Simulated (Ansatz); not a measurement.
Values for one crystal, relaxed and computed with DFT-LDA in the program Ansatz with PAW potentials; other levels are named.

```yaml
volume_per_atom: 10.11 Å³
electronic_character: metallic (no gap)
Young's modulus: 435 GPa
zone_centre_stability: no imaginary mode at Γ
Poisson's ratio: 0.26
debye_temperature_from_the_elastic_constants: 658 K
Formation energy from the elements (no fitted shifts): -0.27 eV/atom
```

Task: Which of these materials gives this?
(A) MgPt3, Cu3Au type
(B) Ni3Sn, Cu3Au type
(C) InAg3, Cu3Au type
(D) VCo3, Cu3Au type

Result: D, VCo3, Cu3Au type

Space group Pm-3m (Cu3Au type). The first step of the workflow began from a Materials Project structure, measured or hypothetical; the Crystallography Open Database copy checked does not list it. Whether it is the stable phase at ambient conditions was not checked. Symmetry was held in the LDA relaxation. No spin polarisation was allowed. As this level gives no gap, shear constants depend on the k-mesh and smearing (Fermi–Dirac, 0.1 eV here). On the denser mesh and wider smearing of the elastic run this cell carries a stress of 0.3 GPa. The references are the lowest solids computed at this level, not always the standard phases.

Potentials: the later of the program's two PAW sets.
